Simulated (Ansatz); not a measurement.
Total density of states per atom from r²SCAN in the plane-wave PAW code Ansatz, in 0.25 eV bins, energy from the valence-band maximum:

(E (eV), states/eV/atom): (-7.85, 0.28); (-7.60, 0.26); (-7.35, 0.25); (-7.10, 0.25); (-6.85, 0.24); (-6.60, 0.23); (-6.35, 0.32); (-6.10, 0.37); (-5.85, 0.40); (-5.60, 0.35); (-5.35, 0.35); (-5.10, 0.38); (-4.85, 0.37); (-4.60, 0.38); (-4.35, 0.42); (-4.10, 0.34); (-3.85, 0.25); (-3.60, 0.30); (-3.35, 0.35); (-3.10, 0.40); (-2.85, 0.38); (-2.60, 0.39); (-2.35, 0.36); (-2.10, 0.30); (-1.85, 0.23); (-1.60, 0.18); (-1.35, 0.15); (-1.10, 0.12); (-0.85, 0.11); (-0.60, 0.09); (-0.35, 0.07); (-0.10, 0.02); (0.15, 0.00); (0.40, 0.00); (0.65, 0.00); (0.90, 0.01); (1.15, 0.03); (1.40, 0.04); (1.65, 0.06); (1.90, 0.09); (2.15, 0.12); (2.40, 0.17); (2.65, 0.20); (2.90, 0.25); (3.15, 0.29); (3.40, 0.31); (3.65, 0.27); (3.90, 0.18); (4.15, 0.09); (4.40, 0.10); (4.65, 0.21); (4.90, 0.29); (5.15, 0.57); (5.40, 0.37); (5.65, 0.21)

Question: Pick the material that matches.
A. BAs, CsCl type
B. LaC, rock salt
C. InMo2C, P6_3/mmc (In on 2d, Mo on 4f, C on 2a)
D. GeBCN, R3m (B on 3a, N on 3a, Ge on 3a, C on 3a)

Answer: D, GeBCN, R3m (B on 3a, N on 3a, Ge on 3a, C on 3a). Top 1 eV of the valence band: C 2p 64 %, B 2p 26 %, N 2p 5 %. Bottom 1 eV of the conduction band: Ge 4p 44 %, N 2s 19 %, B 2p 11 %, N 2p 7 %, outside the projected shells 9 %. Projections are on Löwdin-orthogonalised atomic valence shells; empty p or d shells of many metals are not among them.

The start of the workflow was typed in or built on a structure type; neither database checked (COD, Materials Project) lists it. Its standing as an ambient phase is unchecked. Symmetry was held in the r²SCAN relaxation; its stability against distortions is not shown here. The volume moved by -16 % from the start of the relaxation. Scalar-relativistic: spin–orbit coupling is off unless named, which matters more the heavier the elements.

Potentials: the earlier of the program's two PAW sets.
